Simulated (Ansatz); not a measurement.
Trial structure of Cs2Rb3, not yet relaxed:

```
Cs Rb
1.0
     5.25331    0.00000    0.00000
     0.00000    5.25331    0.00000
     0.00000    0.00000    5.25331
Cs Rb
2 3
Direct
  0.00000 0.00000 0.00000
  0.50000 0.50000 0.50000
  0.00000 0.50000 0.50000
  0.50000 0.00000 0.50000
  0.50000 0.50000 0.00000
```

The calculation used DFT PBE, scalar-relativistic, plane waves, PAW (Ansatz 0.2.0). Cutoff 420 eV; k points 4×4×4 on the computed 5-atom cell (Γ-centred); Gaussian smearing, width 0.10 eV; no spin polarisation.

Energies over the elements count from the elements' standard structures at the same level, with no fitted energy shifts.

Problem. How far from equilibrium is it?

Solution. The pressure is 31.6 GPa (it wants to expand), the largest force is 0.00 eV/Å (symmetry fixes the atoms), and the energy is +2.87 eV/atom against the elements. The shortest distance is 2.63 Å.

Problem. Is it a good guess?

Solution. A poor one: relaxing gains about 2.7 eV/atom (the start's value is from the coarse mesh, so the gain is rough) in 18 ionic steps and ends at +0.19 eV/atom on the finer mesh. The symmetry stays Pm-3m (No. 221). The volume per atom grows by 327.5 %, from 29.0 to 124.0 Å³. The shortest distance goes from 2.63 Å (Cs–Rb) to 4.26 Å (Cs–Rb). Conventional cell: a = 8.526 Å. Cs on its first site is surrounded by 12 Rb at 6.03 Å; Cs on its second site has 6 Rb at 4.26 Å; around Rb lie 2 Cs at 4.26 Å, 4 Cs at 6.03 Å and 8 Rb at 6.03 Å.

The last run used a 6×6×6 mesh for its 5-atom cell and Gaussian smearing of 0.10 eV. The relaxation can't lower the symmetry of the start, and the grade says only how near the guess is to its own end. Symmetry constrained the relaxation, so the result can be a saddle point.
